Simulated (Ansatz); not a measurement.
In plane-wave PAW r²SCAN (Ansatz code), BP in the hexagonal phase (P6_422; B on 3c, P on 3d) relaxes to a = 3.276 Å, c = 7.005 Å. Its formation energy from the elements is 0.066 eV/atom, with no fitted shifts.

It is gapped at this level: 0.23 eV (indirect). The valence maximum lies at Γ and the conduction minimum at M (3 equivalent valleys). HSE06 on the same cell gives 0.62 eV. Electrons at the band edge weigh 0.18, 0.27, 0.31 mₑ (principal values). The hole mass is 0.33, 0.42, 0.42 mₑ (principal values).

An equation-of-state fit gives a bulk modulus of 177 GPa. The relaxed-ion elastic constants in GPa are C11 = 434, C12 = 43.2, C13 = 61.6, C33 = 393, C44 = 212. The elastic constants imply a Debye temperature near 1150 K. Bader charges are B +0.48, P -0.48 e.

The start of the workflow was typed in or built on a structure type; neither database checked (COD, Materials Project) lists it. It is not the phase usual at ambient conditions (space group No. 216). The cell was relaxed with r²SCAN under the symmetry of its start; whether a distortion lowers the energy is not shown. The references are the lowest solids computed at this level, not always the standard phases.

Potentials: the earlier of the program's two PAW sets. The files were generated under PBE; for other functionals the program regenerates the frozen cores, and for LDA and PBEsol the local potential too.
